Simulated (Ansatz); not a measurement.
V2O3 (corundum, space group No. 167), the program Ansatz at the PBEsol level (PAW), all energies at zero smearing, with the estimated change up to a 700 eV cutoff added, with one set of potentials and settings (totals compare only within such a set). Cell of 10 atoms (4 V, 6 O): -14914.593 eV.

```tsv
element	reference phase	E (eV/atom)
V	Im-3m, 1 atoms in the cell	-2885.2974
O	C2/m, 4 atoms in the cell, spin-polarised	-558.3609
```

Formation energy per atom, worked out: (-14914.593 − 4×(-2885.2974) − 6×(-558.3609))/10 = -2.324 eV/atom (-224 kJ per mol of atoms), at 0 K, without zero-point energy or fitted corrections.

Space group R-3c (corundum). Symmetry was held in the PBEsol relaxation. Spin order of the final state: ferromagnetic, chosen from 5 collinear starts compared on coarse meshes (ties went to the first, and starts can fall back to one state), not a proven ground state. No Hubbard U is applied. The references are the lowest solids computed at this level, not always the standard phases (solids in place of the gases).

Potentials: the earlier of the program's two PAW sets. The files were generated under PBE; for other functionals the program regenerates the frozen cores, and for LDA and PBEsol the local potential too.
